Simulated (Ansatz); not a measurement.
SiC (CsCl type, space group No. 221) under volume change, plane-wave PAW r²SCAN (Ansatz code), scaled uniformly.

| V (Å³/atom) | E − E(relaxed) (meV/atom) | P (GPa) |
|---|---|---|
| 8.175 | 51.3 | 22.13 |
| 8.444 | ___ | ___ |
| 8.713 | 5.1 | 6.20 |
| 8.983 | 0.0 | 0.00 |
| 9.252 | 4.5 | -5.15 |
| 9.522 | 16.9 | -9.47 |
| 9.791 | ___ | ___ |

Q: What belongs in the gaps?

A: 
- 9.791, E − E(relaxed) (meV/atom): 36.0
- 9.791, P (GPa): -13.12
- 8.444, E − E(relaxed) (meV/atom): 21.5
- 8.444, P (GPa): 13.53

Q: What does a third-order Birch–Murnaghan fit give for V₀, B₀ and B′?

A: V₀ = 8.98 Å³/atom, B₀ = 187 GPa, B′ = 4.7.

Space group Pm-3m (CsCl type). A made-up cell: these elements were put on the sites of a structure type; neither database checked (COD, Materials Project) lists it. It is not the phase usual at ambient conditions (space group No. 186, 216). Symmetry was held in the r²SCAN relaxation. At this level the phase is mechanically unstable.

Potentials: the later of the program's two PAW sets.
